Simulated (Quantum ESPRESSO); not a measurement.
W2Mo2S6PCl, input and log of a self-consistent run

Simulated, not a measurement. The program is pw.x of Quantum ESPRESSO 7.5 (plane-wave density functional theory). The cell is made up: 12 atoms on a layered 2H lattice, with randomly drawn elements, strain and displacements, not relaxed. PseudoDojo standard norm-conserving files (v0.5 for PBE, v0.4.1 for LDA and PBEsol) set the functional; there is no spin polarisation, spin-orbit coupling or dispersion term, and the masses in the input are unused placeholders.

Input:

```
&control calculation='scf', pseudo_dir='./dojo.nc.sr.pbe.v0_5.standard.upf', outdir='./o', disk_io='low', tprnfor=.true., tstress=.true. /
&system ibrav=0, nat=12, ntyp=5, nbnd=58, ecutwfc=79.96652505, nosym=.true., tot_charge=0,
 occupations='smearing', smearing='fd', degauss=0.0018374661
/
&electrons conv_thr=7.350e-09, electron_maxstep=60, /
ATOMIC_SPECIES
Cl 1.0 Cl.upf
Mo 1.0 Mo.upf
P 1.0 P.upf
S 1.0 S.upf
W 1.0 W.upf
CELL_PARAMETERS angstrom
3.1747 0.0 0.0
0.0 5.4988 0.0
0.0 0.0 12.5791
ATOMIC_POSITIONS angstrom
W 0.0302 1.8757 3.0545
Mo 1.6432 0.7582 9.3792
Mo 1.5559 4.6945 3.2547
W 0.0285 3.5688 9.4373
S 0.1112 1.857 7.8053
S -0.0229 1.8452 10.9882
P 1.5687 0.8864 1.5775
S 1.6689 0.86 4.6631
S 1.701 4.6091 7.8961
S 1.5651 4.5235 11.0417
Cl 0.0416 3.6409 1.6583
S 0.0959 3.6524 4.7705
K_POINTS automatic
7 4 2 1 1 1
```

The log is shortened where brackets say so; the opening notice, blank lines, dates and the lines on written files are dropped, and the path of the files is cut. It prints rydbergs, bohrs and kilobars, and counts compression as positive stress. With no partly filled state, the Fermi energy that it prints is only some level between the filled and the empty states on the mesh, and need not lie in the true gap.

```
     Program PWSCF v.7.5
     Parallel version (MPI & OpenMP), running on       4 processor cores
     Number of MPI processes:                 4
     Threads/MPI process:                     1
     [start-up lines left out]
     bravais-lattice index     =            0
     lattice parameter (alat)  =       5.9993  a.u.
     unit-cell volume          =    1481.8928 (a.u.)^3
     number of atoms/cell      =           12
     number of atomic types    =            5
     number of electrons       =       104.00
     number of Kohn-Sham states=           58
     kinetic-energy cutoff     =      79.9665  Ry
     charge density cutoff     =     319.8661  Ry
     scf convergence threshold =      7.3E-09
     mixing beta               =       0.7000
     number of iterations used =            8  plain     mixing
     Exchange-correlation= PBE
                           (   1   4   3   4   0   0   0)
     [axes and pseudopotential details left out]
   Cartesian axes
     site n.     atom                  positions (alat units)
         1        W      tau(   1) = (   0.0095127   0.5908275   0.9621382  )
         2        Mo     tau(   2) = (   0.5175922   0.2388257   2.9543579  )
         3        Mo     tau(   3) = (   0.4900936   1.4787224   1.0251992  )
         4        W      tau(   4) = (   0.0089772   1.1241377   2.9726588  )
         5        S      tau(   5) = (   0.0350269   0.5849372   2.4585945  )
         6        S      tau(   6) = (  -0.0072133   0.5812203   3.4611774  )
         7        P      tau(   7) = (   0.4941254   0.2792075   0.4968973  )
         8        S      tau(   8) = (   0.5256875   0.2708917   1.4688317  )
         9        S      tau(   9) = (   0.5357987   1.4518222   2.4871956  )
        10        S      tau(  10) = (   0.4929915   1.4248590   3.4780294  )
        11        Cl     tau(  11) = (   0.0131036   1.1468485   0.5223486  )
        12        S      tau(  12) = (   0.0302076   1.1504709   1.5026617  )
     number of k points=    28  Fermi-Dirac smearing, width (Ry)=  0.0018
                       cart. coord. in units 2pi/alat
        k(    1) = (   0.0714286   0.0721680   0.0630947), wk =   0.0714286
        k(    2) = (   0.0714286   0.0721680  -0.0630947), wk =   0.0714286
     [further k points left out]
     Dense  grid:   143103 G-vectors     FFT dimensions: (  36,  60, 135)
     Estimated max dynamical RAM per process >     371.72 MB
     Estimated total dynamical RAM >       1.35 GB
     Initial potential from superposition of free atoms
     starting charge     103.9958, renormalised to     104.0000
     Starting wfcs are   72 randomized atomic wfcs
     total cpu time spent up to now is        4.3 secs
     per-process dynamical memory:   266.3 Mb
     Self-consistent Calculation
     iteration #  1     ecut=    79.97 Ry     beta= 0.70
     Davidson diagonalization with overlap
     ethr =  1.00E-02,  avg # of iterations =  2.0
     total cpu time spent up to now is       11.8 secs
     total energy              =    -762.71960062 Ry
     estimated scf accuracy    <       1.60344196 Ry
     iteration #  2     ecut=    79.97 Ry     beta= 0.70
     Davidson diagonalization with overlap
     ethr =  1.54E-03,  avg # of iterations =  8.5
     total cpu time spent up to now is       25.7 secs
     total energy              =    -760.93051465 Ry
     estimated scf accuracy    <      25.81473656 Ry
     iteration #  3     ecut=    79.97 Ry     beta= 0.70
     Davidson diagonalization with overlap
     ethr =  1.54E-03,  avg # of iterations =  6.8
     total cpu time spent up to now is       36.0 secs
     total energy              =    -763.54717557 Ry
     estimated scf accuracy    <       0.79396134 Ry
     iteration #  4     ecut=    79.97 Ry     beta= 0.70
     Davidson diagonalization with overlap
     ethr =  7.63E-04,  avg # of iterations =  3.6
     total cpu time spent up to now is       44.5 secs
     total energy              =    -763.68006305 Ry
     estimated scf accuracy    <       0.50163485 Ry
     iteration #  5     ecut=    79.97 Ry     beta= 0.70
     Davidson diagonalization with overlap
     ethr =  4.82E-04,  avg # of iterations =  2.0
     total cpu time spent up to now is       51.5 secs
     total energy              =    -763.72238934 Ry
     estimated scf accuracy    <       0.07493319 Ry
     [iterations 6 to 13 left out]
     iteration # 14     ecut=    79.97 Ry     beta= 0.70
     Davidson diagonalization with overlap
     ethr =  1.82E-09,  avg # of iterations =  5.5
     total cpu time spent up to now is      130.8 secs
     total energy              =    -763.73492787 Ry
     estimated scf accuracy    <       0.00000024 Ry
     iteration # 15     ecut=    79.97 Ry     beta= 0.70
     Davidson diagonalization with overlap
     ethr =  2.29E-10,  avg # of iterations =  4.0
     total cpu time spent up to now is      138.6 secs
     total energy              =    -763.73492792 Ry
     estimated scf accuracy    <       0.00000014 Ry
     iteration # 16     ecut=    79.97 Ry     beta= 0.70
     Davidson diagonalization with overlap
     ethr =  1.34E-10,  avg # of iterations =  2.3
     total cpu time spent up to now is      145.3 secs
     total energy              =    -763.73492794 Ry
     estimated scf accuracy    <          9.9E-09 Ry
     iteration # 17     ecut=    79.97 Ry     beta= 0.70
     Davidson diagonalization with overlap
     ethr =  9.56E-12,  avg # of iterations =  5.2
     total cpu time spent up to now is      154.1 secs
     total energy              =    -763.73492794 Ry
     estimated scf accuracy    <          9.0E-09 Ry
     iteration # 18     ecut=    79.97 Ry     beta= 0.70
     Davidson diagonalization with overlap
     ethr =  8.64E-12,  avg # of iterations =  2.1
     total cpu time spent up to now is      160.8 secs
     End of self-consistent calculation
          k = 0.0714 0.0722 0.0631 ( 17919 PWs)   bands (ev):
   -63.6704 -63.4532 -50.6450 -50.5671 -27.9577 -27.9361 -27.8980 -27.8142
   -27.5802 -27.5691 -25.0442 -24.7597 -24.6818 -24.6766 -24.6092 -24.5405
    -7.1934  -4.0344  -3.4352  -2.6641  -2.1320  -2.0556  -2.0043   0.3576
     3.4077   3.5790   4.1554   4.5774   4.9314   5.4499   5.5993   5.9162
     6.3781   6.8799   7.1389   7.3745   7.4678   7.6443   7.6958   7.8529
     8.0160   8.1276   8.2381   8.5483   8.7043   8.7599   9.2524   9.4918
     9.5641   9.8290  10.4416  10.8255  11.8071  12.3688  12.3860  12.6729
    12.7956  12.9642
     [levels at the other k points left out]
     the Fermi energy is    11.2351 ev
!    total energy              =    -763.73492794 Ry
     estimated scf accuracy    <          1.8E-09 Ry
     smearing contrib. (-TS)   =      -0.00000000 Ry
     internal energy E=F+TS    =    -763.73492794 Ry
     The total energy is F=E-TS. E is the sum of the following terms:
     one-electron contribution =    -364.79530071 Ry
     hartree contribution      =     224.42621682 Ry
     xc contribution           =    -158.66562787 Ry
     ewald contribution        =    -464.70021618 Ry
     convergence has been achieved in  18 iterations
     Forces acting on atoms (cartesian axes, Ry/au):
     atom    1 type  5   force =    -0.00605452   -0.07329858    0.14247666
     atom    2 type  2   force =    -0.01005399    0.15067290    0.07503252
     atom    3 type  2   force =     0.07229437   -0.10418885   -0.06638207
     atom    4 type  5   force =     0.01570554    0.05423725   -0.00167228
     atom    5 type  4   force =    -0.01520627   -0.04551326    0.01634144
     atom    6 type  4   force =     0.01822255   -0.06462644   -0.00760204
     atom    7 type  3   force =     0.01584274    0.00738621   -0.06377181
     atom    8 type  4   force =    -0.01534941    0.09722420    0.06487122
     atom    9 type  4   force =    -0.02537417   -0.08519835   -0.05731065
     atom   10 type  4   force =     0.01651363   -0.00896725   -0.02208176
     atom   11 type  1   force =    -0.02070880    0.06390194   -0.07125414
     atom   12 type  4   force =    -0.04583168    0.00837023   -0.00864710
     Total force =     0.356496     Total SCF correction =     0.000295
     Computing stress (Cartesian axis) and pressure
          total   stress  (Ry/bohr**3)                   (kbar)     P=       55.46
   0.00012396   0.00001111   0.00004293           18.24        1.63        6.32
   0.00001111   0.00052814   0.00016783            1.63       77.69       24.69
   0.00004293   0.00016783   0.00047892            6.32       24.69       70.45
     init_run     :      4.05s CPU      4.22s WALL (       1 calls)
     electrons    :    156.21s CPU    156.53s WALL (       1 calls)
     forces       :      1.99s CPU      2.02s WALL (       1 calls)
     stress       :      6.33s CPU      6.46s WALL (       1 calls)
     [timing details left out]
     PWSCF        :   2m48.71s CPU   2m49.43s WALL
     JOB DONE.
```

In other units: free energy -10391.143 eV for the cell, pressure 5.55 GPa, largest force component 3.874 eV/Å. A rerun of a related cell, with the same atoms placed differently, at a cutoff of 1377 eV and k mesh 9 x 6 x 4 moved values by no more than 0.004 eV in energy, 0.03 GPa in stress and 0.010 eV/Å in force.